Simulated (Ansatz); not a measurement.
NbN (rock salt)

```
NbN
1.0
    0.00000     2.21059     2.21059
    2.21059     0.00000     2.21059
    2.21059     2.21059     0.00000
N Nb
1 1
Direct
  0.00000   0.00000   0.00000
  0.50000   0.50000   0.50000
```

This relaxed cell (volume V₀) is scaled evenly in all directions, its shape held. Symmetry pins the atoms to their sites.

Level of theory: PBE (plane waves to 420 eV, PAW, scalar-relativistic; Ansatz, a program for electronic structure). k mesh 18×18×18 (Γ-centred), Fermi-Dirac smearing 0.05 eV. The energy includes the smearing's −TS. Stress and pressure are positive under compression. NbN is run without spin polarisation. NbN was relaxed with its symmetry unable to fall. The PAW data are Ansatz's earlier set. This is a high-temperature form of NbN. The zero of ΔE is the relaxed starting cell. The last digit holds for this mesh only.

| V (Å³/atom) | ΔE (meV/atom) |
|---|---|
| 9.074 | 362.0 |
| 9.362 | 237.8 |
| 9.650 | 144.2 |
| 9.938 | withheld |
| 10.226 | 32.5 |
| 10.514 | 7.7 |
| 10.802 | 0.0 |
| 11.091 | 7.0 |
| 11.379 | 26.8 |
| 11.667 | 57.6 |
| 11.955 | 97.9 |
| 12.243 | 146.4 |
| 12.531 | 202.1 |

Task: Fit a third-order Birch-Murnaghan form (E₀, V₀, B₀, B₀′ free) to the given rows and predict ΔE at V = 9.938.

Result: Least squares on the 12 given rows: ΔE = E₀ + (9V₀B₀/16)·y²·[2 + (B₀′ − 4)y], y = (V₀/V)^(2/3) − 1, with V₀ = 10.803 Å³/atom, B₀ = 306.2 GPa (160.2 GPa = 1 eV/Å³; the term in eV is multiplied by 1000), B₀′ = 4.41, E₀ = 0.03 meV/atom; root-mean-square residual 0.06 meV/atom. At 9.938 the fit gives 77.0 meV/atom; the calculation gives 77.0 meV/atom, the same to the digits shown. For the pressure the fit gives 30.7 GPa against the computed 30.8 GPa.

(A scan under strain: stresses follow from slopes of the energy per volume, elastic moduli from its curvatures.)
